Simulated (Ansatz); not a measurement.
Q: Name crystals whose computed values (LDA (plane waves, PAW; program Ansatz)) fall in these windows: highest Γ mode, no LO–TO term (cm⁻¹) 220 to 290; B₀ by P(V) fit (GPa) 56 to 75.

A: 

| crystal | highest Γ mode, no LO–TO term (cm⁻¹) | B₀ by P(V) fit (GPa) |
|---|---|---|
| CdGeAs2, chalcopyrite | 264 | 65.6 |
| CdS, zinc blende | 244 | 68.0 |
| Mg2Si, fluorite or antifluorite type | 287 | 59.0 |
| GaAs, zinc blende | 269 | 74.0 |
Others may fit too.

All cells were relaxed under the symmetry of their starts (and spin orders); stability against distortions was not tested throughout. Spin–orbit coupling is left out wherever it is not named.

Potentials: the later of the program's two PAW sets.
